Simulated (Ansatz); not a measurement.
The start is a relaxed GaN cell with every coordinate shifted by Gaussian noise of σ = 0.2 Å. Cell shape, volume and atoms are optimised at zero target pressure with PBEsol (plane waves to 420 eV, PAW, scalar-relativistic; Ansatz, a program for electronic structure). The first steps use a coarse 8×8×3 k-mesh.

Starting cell:
```
GaN
1.0
    3.18141     0.00000     0.00000
   -1.59071     2.75518     0.00000
    0.00000     0.00000    10.37909
Ga N
4 4
Cartesian
 -0.03329   0.05582   0.03026
  0.25805   0.36835   5.09775
  1.67565   0.73529   8.02424
  0.00788   1.77692   2.48104
 -0.09109  -0.10229   8.25905
 -0.19204  -0.00507   2.93948
  1.76951   0.79533   5.89971
  0.12652   1.98522   0.61143
```

### Question
How large is the pressure on the unrelaxed cell, and of which sign?

### Answer
+11.6 GPa (positive: the cell is compressed).

### Question
How much energy is released per atom?

### Answer
0.44 eV/atom.

### Question
Is the parent structure recovered?

### Answer
The parent structure is recovered, P6₃mc (No. 186).

Final values are on a 12×12×4 k-mesh of the relaxed cell. No spin polarisation in the result.

The first start was generated by placing the elements on the sites of a structure type. A measured structure of GaN has the same space group, P6₃mc (No. 186); the sites were not compared with it.
